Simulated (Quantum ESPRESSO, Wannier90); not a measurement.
# CaAlSiH (P3m1), plane waves to Wannier functions

Cell from Materials Project (mp-568177), symmetrised, no further relaxation. Not found in the COD (Crystallography Open Database) copy used; not checked further. Computed values, not measurements, from PBEsol: Quantum ESPRESSO (norm-conserving PseudoDojo potentials, cutoff 58 Ry, no spin polarisation, no spin-orbit coupling) on a Γ-centred 6×6×6 mesh, then Wannier90. Density: 12×12×8 mesh, cold smearing 0.01 Ry. The gap is small at this level and was sampled on the meshes and a path alone.

On the energy scale of pw.x, whose zero is arbitrary, the valence-band maximum lies at 6.84 eV.

Input w.win:

```
num_bands = 25
num_wann = 15
exclude_bands = 1-4
num_iter = 800
conv_tol = 1.0e-6
conv_window = 4
dis_num_iter = 1000
dis_conv_tol = 1.0e-6
dis_froz_max = 6.63
write_hr = true
write_u_matrices = true
begin projections
Ca: s;d
Al: s;p
Si: s;p
H: s
end projections
begin unit_cell_cart
ang
    4.1432801148    0.0000000000    0.0000000000
   -2.0716400574    3.5881858344    0.0000000000
    0.0000000000    0.0000000000    4.6982300000
end unit_cell_cart
begin atoms_frac
Ca   0.0000000000  0.0000000000 -0.0000800000
Al  -0.3333333333  0.3333333333  0.4571100000
Si   0.3333333333 -0.3333333333 -0.4341100000
H   -0.3333333333  0.3333333333  0.0837800000
end atoms_frac
mp_grid = 6 6 6
begin kpoints
0.0000000000 0.0000000000 0.0000000000
0.0000000000 0.0000000000 0.1666666667
0.0000000000 0.0000000000 0.3333333333
... (213 more lines: the 6x6x6 mesh through Gamma)
end kpoints
```

Input of pw2wannier90.x that gives the overlap and projection files (equivalent; here they were cut from one run over all bands):

```
&inputpp
  outdir = './out'
  prefix = 'pwscf'
  seedname = 'w'
  write_amn = .true.
  write_mmn = .true.
/
```

Output w.wout (banner and timings cut):

```
                                    ------
                                    SYSTEM
                                    ------

                              Lattice Vectors (Ang)
                    a_1     4.143280   0.000000   0.000000
                    a_2    -2.071640   3.588186   0.000000
                    a_3     0.000000   0.000000   4.698230

                   Unit Cell Volume:      69.84792  (Ang^3)

                        Reciprocal-Space Vectors (Ang^-1)
                    b_1     1.516476   0.875538  -0.000000
                    b_2     0.000000   1.751076   0.000000
                    b_3     0.000000  -0.000000   1.337352

 *----------------------------------------------------------------------------*
 |   Site       Fractional Coordinate          Cartesian Coordinate (Ang)     |
 +----------------------------------------------------------------------------+
 | ca   1   0.00000   0.00000  -0.00008   |    0.00000   0.00000  -0.00038    |
 | al   1  -0.33333   0.33333   0.45711   |   -2.07164   1.19606   2.14761    |
 | si   1   0.33333  -0.33333  -0.43411   |    2.07164  -1.19606  -2.03955    |
 | h    1  -0.33333   0.33333   0.08378   |   -2.07164   1.19606   0.39362    |
 *----------------------------------------------------------------------------*
                                ------------
                                K-POINT GRID
                                ------------

             Grid size =  6 x  6 x  6      Total points =  216

 *---------------------------------- MAIN ------------------------------------*
 |  Number of Wannier Functions               :                15             |
 |  Number of Objective Wannier Functions     :                15             |
 |  Number of input Bloch states              :                25             |
 |  Output verbosity (1=low, 5=high)          :                 1             |
 |  Timing Level (1=low, 5=high)              :                 1             |
 |  Optimisation (0=memory, 3=speed)          :                 3             |
 |  Length Unit                               :               Ang             |
 |  Post-processing setup (write *.nnkp)      :                 F             |
 |  Using Gamma-only branch of algorithms     :                 F             |
 *----------------------------------------------------------------------------*
 *------------------------------- WANNIERISE ---------------------------------*
 |  Total number of iterations                :               800             |
 |  Number of CG steps before reset           :                 5             |
 |  Trial step length for line search         :             2.000             |
 |  Convergence tolerence                     :         0.100E-05             |
 |  Convergence window                        :                 4             |
 |  Iterations between writing output         :                 1             |
 |  Iterations between backing up to disk     :               100             |
 |  Write r^2_nm to file                      :                 F             |
 |  Write xyz WF centres to file              :                 F             |
 |  Write on-site energies <0n|H|0n> to file  :                 F             |
 |  Use guiding centre to control phases      :                 F             |
 |  Use phases for initial projections        :                 F             |
 *----------------------------------------------------------------------------*
 *------------------------------- DISENTANGLE --------------------------------*
 |  Using band disentanglement                :                 T             |
 |  Total number of iterations                :              1000             |
 |  Mixing ratio                              :             0.500             |
 |  Convergence tolerence                     :         1.000E-06             |
 |  Convergence window                        :                 3             |
 *----------------------------------------------------------------------------*
 *-------------------------------- PLOTTING ----------------------------------*
 |  Plotting Hamiltonian in WF basis          :                 T             |
 *----------------------------------------------------------------------------*

       ... (k-mesh section left out)

 Starting a new Wannier90 calculation ...

 Reading overlaps from w.mmn

 Reading projections from w.amn

 *------------------------------- DISENTANGLE --------------------------------*
 +----------------------------------------------------------------------------+
 |                              Energy  Windows                               |
 |                              ---------------                               |
 |                   Outer:   -3.13667  to   24.47047  (eV)                   |
 |                   Inner:   -3.13667  to    6.63000  (eV)                   |
 +----------------------------------------------------------------------------+
   Number of target bands to extract:   15

                   Unitarised projection of Wannier functions
                   ------------------------------------------
   A_mn = <psi_m|g_n> --> S = A.A^+ --> U = S^-1/2.A
   In dis_project... done
   Using an inner window (linner = T)
   In dis_proj_froz... done

                   Extraction of optimally-connected subspace
                   ------------------------------------------
 +---------------------------------------------------------------------+<-- DIS
 |  Iter     Omega_I(i-1)      Omega_I(i)      Delta (frac.)           |<-- DIS
 +---------------------------------------------------------------------+<-- DIS
       1      26.76652599      24.68733498       8.422E-02    <-- DIS
       2      25.50701254      24.13170224       5.699E-02    <-- DIS
       3      24.72950673      23.75569179       4.099E-02    <-- DIS
       4      24.17146388      23.47613262       2.962E-02    <-- DIS
       5      23.76562167      23.26095530       2.170E-02    <-- DIS
       6      23.46466118      23.09144256       1.616E-02    <-- DIS
       ... (lines left out)
     101      21.88562888      21.87755072       3.692E-04    <-- DIS
       ... (lines left out)
     201      20.82764174      20.81169043       7.665E-04    <-- DIS
       ... (lines left out)
     301      20.42692190      20.42425556       1.305E-04    <-- DIS
       ... (lines left out)
     401      20.34038777      20.33953403       4.197E-05    <-- DIS
       ... (lines left out)
     501      20.30730184      20.30697953       1.587E-05    <-- DIS
       ... (lines left out)
     601      20.29286656      20.29274997       5.746E-06    <-- DIS
       ... (lines left out)
     701      20.28634094      20.28630546       1.749E-06    <-- DIS
       ... (lines left out)
     739      20.28492076      20.28490075       9.867E-07    <-- DIS
     740      20.28488871      20.28486903       9.702E-07    <-- DIS
     741      20.28485690      20.28483755       9.539E-07    <-- DIS

             <<<      Delta < 1.000E-06  over  3 iterations     >>>
             <<< Disentanglement convergence criteria satisfied >>>

        Final Omega_I    20.28483755 (Ang^2)

 +----------------------------------------------------------------------------+

 Writing checkpoint file w.chk... done

 *------------------------------- WANNIERISE ---------------------------------*
 +--------------------------------------------------------------------+<-- CONV
 | Iter  Delta Spread     RMS Gradient      Spread (Ang^2)            |<-- CONV
 +--------------------------------------------------------------------+<-- CONV

 ------------------------------------------------------------------------------
 Initial State
  WF centre and spread    1  (  0.001450, -0.001090, -1.469356 )     3.79766954
  WF centre and spread    2  (  0.000059, -0.000037, -0.015408 )     1.21382379
  WF centre and spread    3  ( -0.000187,  0.007171, -0.041651 )     1.13591557
  WF centre and spread    4  (  0.000158, -0.007254, -0.041776 )     1.13745525
  WF centre and spread    5  (  0.000052,  0.042130,  0.011866 )     1.14094268
  WF centre and spread    6  (  0.000174, -0.042160,  0.011861 )     1.14099439
  WF centre and spread    7  ( -2.071553,  1.196003,  2.113286 )     2.23592192
  WF centre and spread    8  ( -2.071414,  1.195857,  2.601671 )     2.61070994
  WF centre and spread    9  ( -2.070464,  0.870884,  1.558508 )     2.99826411
  WF centre and spread   10  ( -2.071375,  1.525920,  1.558640 )     2.99891178
  WF centre and spread   11  (  2.071643, -1.196078, -2.088353 )     1.97485287
  WF centre and spread   12  (  2.071919, -1.196247, -1.880260 )     2.56163394
  WF centre and spread   13  (  2.072214, -1.326731, -2.027210 )     2.62931293
  WF centre and spread   14  (  2.072008, -1.063117, -2.026742 )     2.62780765
  WF centre and spread   15  ( -2.071606,  1.196061,  0.349221 )     1.14519110
  Sum of centres and spreads ( -2.066921,  1.201311, -1.385702 )    31.34940745

      0     0.313E+02     0.0000000000       31.3494074190  <-- CONV
        O_D=      0.1784131 O_OD=     10.8861568 O_TOT=     31.3494074 <-- SPRD
 ------------------------------------------------------------------------------
      1    -0.222E+01     0.9542693265       29.1307057841  <-- CONV
        O_D=      0.2032314 O_OD=      8.6426369 O_TOT=     29.1307058 <-- SPRD
      2    -0.101E+01     1.0626202364       28.1226848854  <-- CONV
        O_D=      0.1357800 O_OD=      7.7020673 O_TOT=     28.1226849 <-- SPRD
      3    -0.608E+00     0.7263439102       27.5142455328  <-- CONV
        O_D=      0.0671250 O_OD=      7.1622830 O_TOT=     27.5142455 <-- SPRD
      4    -0.323E+00     0.5451050983       27.1917411844  <-- CONV
        O_D=      0.0456275 O_OD=      6.8612761 O_TOT=     27.1917412 <-- SPRD
      5    -0.179E+00     0.3970265058       27.0129945329  <-- CONV
        O_D=      0.0390434 O_OD=      6.6891136 O_TOT=     27.0129945 <-- SPRD
       ... (lines left out)
    100    -0.730E-02     0.0688494397       22.4375919743  <-- CONV
        O_D=      0.0107932 O_OD=      2.1419612 O_TOT=     22.4375920 <-- SPRD
       ... (lines left out)
    200    -0.301E-03     0.0153270030       22.2084681243  <-- CONV
        O_D=      0.0108128 O_OD=      1.9128177 O_TOT=     22.2084681 <-- SPRD
       ... (lines left out)
    300    -0.181E-04     0.0037767587       22.1976438324  <-- CONV
        O_D=      0.0108494 O_OD=      1.9019569 O_TOT=     22.1976438 <-- SPRD
       ... (lines left out)
    400    -0.203E-05     0.0011578980       22.1967329832  <-- CONV
        O_D=      0.0108481 O_OD=      1.9010473 O_TOT=     22.1967330 <-- SPRD
       ... (lines left out)
    433    -0.774E-06     0.0010859056       22.1966828322  <-- CONV
        O_D=      0.0108482 O_OD=      1.9009971 O_TOT=     22.1966828 <-- SPRD
    434    -0.981E-06     0.0007726013       22.1966818508  <-- CONV
        O_D=      0.0108481 O_OD=      1.9009962 O_TOT=     22.1966819 <-- SPRD
    435    -0.955E-06     0.0008163052       22.1966808958  <-- CONV
        O_D=      0.0108481 O_OD=      1.9009952 O_TOT=     22.1966809 <-- SPRD
             <<<     Delta < 1.000E-06  over  4 iterations     >>>
             <<< Wannierisation convergence criteria satisfied >>>
 Final State
  WF centre and spread    1  (  0.001287, -0.000796, -1.631392 )     2.27313740
  WF centre and spread    2  (  0.000171, -0.001471,  0.045082 )     1.24868439
  WF centre and spread    3  ( -0.000342,  0.005938, -0.053578 )     1.14411090
  WF centre and spread    4  (  0.000180, -0.006968, -0.053628 )     1.14590109
  WF centre and spread    5  (  0.000052,  0.048763,  0.012052 )     1.14228602
  WF centre and spread    6  (  0.000216, -0.046474,  0.012051 )     1.14228809
  WF centre and spread    7  ( -2.871127,  0.732917,  1.569269 )     1.60524716
  WF centre and spread    8  ( -2.071356,  1.195848,  3.135746 )     1.46052583
  WF centre and spread    9  ( -1.270775,  0.733656,  1.569219 )     1.60432530
  WF centre and spread   10  ( -2.071084,  2.119786,  1.569325 )     1.60539941
  WF centre and spread   11  (  1.519880, -1.514411, -2.185575 )     1.57410986
  WF centre and spread   12  (  2.069562, -1.199209, -1.372074 )     2.00335055
  WF centre and spread   13  (  2.625836, -1.514988, -2.182235 )     1.57267830
  WF centre and spread   14  (  2.072353, -0.556341, -2.179254 )     1.57257161
  WF centre and spread   15  ( -2.071620,  1.196044,  0.341780 )     1.10206498
  Sum of centres and spreads ( -2.066767,  1.192294, -1.403214 )    22.19668093

         Spreads (Ang^2)       Omega I      =    20.284837554
        ================       Omega D      =     0.010848135
                               Omega OD     =     1.900995207
    Final Spread (Ang^2)       Omega Total  =    22.196680896
```
